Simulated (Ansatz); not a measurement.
Input file for Ansatz (a quantum-chemistry and plane-wave program):

Ansatz 0.2 input:
```yaml
crystal:
  lattice:
    - [2.5302988905, 1.4608687456, 4.6077918312]
    - [-2.5302988905, 1.4608687456, 4.6077918312]
    - [0.0, -2.9217374911, 4.6077918312]
  atoms:
    - { symbol: Ti, position: [0.8540174094, 0.8540174094, 0.8540174094] }
    - { symbol: Ti, position: [0.1459825906, 0.1459825906, 0.1459825906] }
    - { symbol: Zn, position: [0.6393520862, 0.6393520862, 0.6393520862] }
    - { symbol: Zn, position: [0.3606479138, 0.3606479138, 0.3606479138] }
    - { symbol: O, position: [0.2255232211, 0.5624637122, 0.949493136] }
    - { symbol: O, position: [0.7744767789, 0.4375362878, 0.050506864] }
    - { symbol: O, position: [0.5624637122, 0.949493136, 0.2255232211] }
    - { symbol: O, position: [0.4375362878, 0.050506864, 0.7744767789] }
    - { symbol: O, position: [0.949493136, 0.2255232211, 0.5624637122] }
    - { symbol: O, position: [0.050506864, 0.7744767789, 0.4375362878] }
kpoints:
  mp_grid: { grid: [7, 7, 7] }
basis: { xc_grid: 2, fft_grid_basis: typed }
hamiltonian:
  xc: pbesol
  pseudopotentials: { kind: paw }
scf:
  occupations: { method: fixed }
checkpoint: { read: static.run }
output: { write_density: true, elf: true, volumetric_format: npy }
```

Output (shortened):

```
Pseudopotentials: kind: paw
Pseudopotential: Ti, paw, valence charge 12
Pseudopotential: Zn, paw, valence charge 12
Pseudopotential: O, paw, valence charge 6
Functional definition: PBEsol
Crystal: 10 atoms, lattice volume = 102.194 Å³
Basis set: ecut = 420 eV, 2019 PW (Γ), exchange–correlation on 80×80×80 points (8 copies of the dense FFT grid, shifted against one another)
Bands: 52, of which v1, the nominal top of the filled ones, is band 42 counted from 1 (41 counted from 0)
Symmetry: 6 space group operations
Space group: R-3 (ITA 148), of the structure as read, at distance tolerance 4.7e-5 Å
k-points: 60 of 343
PAW frozen core: Ti, regenerated for the run's functional, and the local potential with it
PAW frozen core: Zn, regenerated for the run's functional, and the local potential with it
PAW frozen core: O, regenerated for the run's functional, and the local potential with it
Initial density: read from a saved state, or passed on in memory by an earlier SCF of this step, an earlier step, the calling program or the single point that …
Stability of the state it starts from, as read at its close in the unpolarized treatment …
Initial wavefunctions: pseudopotential atomic-orbital guess
Eigensolver: davidson
Functional: x = pbesol(κ = 0.804, μ = 0.12345679012345678), c = pbesol(β = 0.046)
iter 1 solved again at ethr=3.95e-8 eV; its pass at ethr=3.10e-3 eV (dr2=3.32e-5 eV) is discarded
SCF iter   1: F=—  HF=-14883.939718 eV  |F-HF|=—  |Δ(HF+E_count)|=         —  Δρ=4.83e-7  dr2=2.72e-10  ethr=3.95e-8  ⟨swp⟩=3.0  Hψ=17874  notcnv=0  defer=476
all-band conjugate gradients solve this SCF's bands
preconditioner: auto → Resta (q_TF=auto, 2.641 Å⁻¹)
SCF iter   2: F=-14883.939718 eV  HF=-14883.939718 eV  |F-HF|=3.13e-10  |Δ(HF+E_count)|=   1.60e-8  Δρ=5.53e-7  dr2=2.43e-10  ethr=1.00e-12  ⟨swp⟩=11.1  Hψ=14305  notcnv=0
SCF 1 converged in 2 iterations: F = -14883.939718 eV  dr2 = 2.43e-10
SCF converged after 2 iterations
Free energy (F): -14883.939718 eV
Harris-Foulkes:  -14883.939718 eV  (|F-HF|=3.13e-10)
Internal energy: -14883.939718 eV  (E = F + TS)
E sigma→0 (E₀):  -14883.939718 eV
Fermi energy:    8.785299 eV
--- Per-component energies (eV) ---
  E_band       = -241.717496
  E_kinetic    = 1858.696014
  E_local      = -6655.061010  (includes V_loc(G=0)·N_el)
  E_nonlocal   = 1542.431104
  E_hartree    = 2641.156221
  E_xc         = -902.560008
  E_vxc        = -910.384292  (∫ρ·V_xc dr)
  E_paw        = -6547.927740  (= ΣΔE_a)
  E_vpaw       = -1359.725474  (= ΣTr[D̂ρ^β])
  E_aug_tail   = 0.014046  (compensation charges beyond the density's cutoff)
  E_ewald      = -6822.773552
  E_core_change = 2.085206  (= ΣΔE_core)
  E_smearing   =  0.000000  (= −TS)
  E_closure    = 0.000000  (closes the sum)
  Σ components = -14883.939718   (vs F -14883.939718, Δ=0.00e0)
  [band-id]    e_kinetic+e_local+e_nonlocal+2·e_hartree+e_vxc+e_vpaw+e_augmentation_tail = -241.717170   (vs E_band -241.717496, Δ=3.25e-4)
--- Band table (eV; the first three rows and the last of 60) ---
  k-point 0: bands = ["-47.0152", "-46.9571", "-23.5831", "-23.5831", "-23.4238", "-23.3265", "-23.3117", "-23.3117", "-9.0553", "-7.5661", "-7.5661", "-7.3808", "-7.3274", "-7.3274", "3.0212", "3.7202", "3.7202", "3.7764", "3.7764", "4.1200", "4.3200", "4.3200", "4.3416", "4.3416", "4.5488", "5.1429", "5.3299", "5.3299", "5.7385", "5.8254", "5.8254", "6.3210", "6.3210", "6.5980", "6.8176", "7.3501", "7.3501", "8.2782", "8.2871", "8.2871", "8.5933", "8.5933", "12.2104", "12.6306", "12.6306", "12.6799", "12.8593", "12.8593", "13.6950", "15.0968", "15.0968", "15.3947"]
  k-point 1: bands = ["-47.0127", "-46.9596", "-23.5887", "-23.5765", "-23.4168", "-23.3474", "-23.3099", "-23.3015", "-8.9681", "-7.6086", "-7.5767", "-7.4348", "-7.3585", "-7.2918", "3.0681", "3.7119", "3.7489", "3.7986", "3.8298", "3.9460", "4.2378", "4.3085", "4.3512", "4.4353", "4.5511", "5.0077", "5.1206", "5.4878", "5.5355", "5.8535", "6.1288", "6.2782", "6.3760", "6.6922", "7.0675", "7.3648", "7.5110", "7.8617", "8.1940", "8.3738", "8.4705", "8.6903", "12.1456", "12.4524", "12.6306", "12.8027", "12.8483", "12.8570", "14.0713", "14.9817", "15.0884", "15.3253"]
  k-point 2: bands = ["-47.0058", "-46.9665", "-23.6006", "-23.5591", "-23.4000", "-23.3807", "-23.3120", "-23.2907", "-8.7264", "-7.6905", "-7.6704", "-7.5500", "-7.3754", "-7.2618", "3.1691", "3.6532", "3.7646", "3.8031", "3.8472", "3.9685", "4.1638", "4.2905", "4.3296", "4.4229", "4.5608", "4.8815", "4.8975", "5.4293", "5.6748", "5.9374", "6.0928", "6.2512", "6.5338", "6.9642", "7.2499", "7.3977", "7.5469", "7.7843", "8.0479", "8.3524", "8.4171", "8.6803", "12.0415", "12.2207", "12.5807", "12.7144", "12.9157", "12.9979", "14.6039", "14.8632", "15.0415", "15.3005"]
  k-point 59: bands = ["-47.0125", "-46.9598", "-23.5898", "-23.5775", "-23.4235", "-23.3443", "-23.3087", "-23.2997", "-8.4429", "-8.0490", "-7.5786", "-7.5433", "-7.3992", "-7.3323", "3.6362", "3.7067", "3.7481", "3.9613", "3.9991", "4.0115", "4.0763", "4.1224", "4.2124", "4.2621", "4.8955", "4.9212", "5.3710", "5.5564", "5.8351", "5.9231", "6.0422", "6.1345", "6.5026", "6.6829", "6.7854", "7.0018", "7.2246", "7.4264", "8.1221", "8.1989", "8.4685", "8.5467", "12.2113", "12.5136", "12.6069", "12.6651", "12.9180", "12.9769", "14.8581", "14.9168", "14.9808", "15.2889"]
  band table: 52 of 52 bands, residual norms ≤ 1.0e-3 eV
```

Cost: roughly 14 core-seconds on shared cores.

The first step of the workflow began from a Materials Project structure, measured or hypothetical; the Crystallography Open Database copy checked does not list it. Its standing as an ambient phase is unchecked. Symmetry was held in the PBEsol relaxation; whether a distortion lowers the energy is not shown. The run is not spin-polarised.

Potentials: the later of the program's two PAW sets.

Ansatz is a plane-wave DFT program.
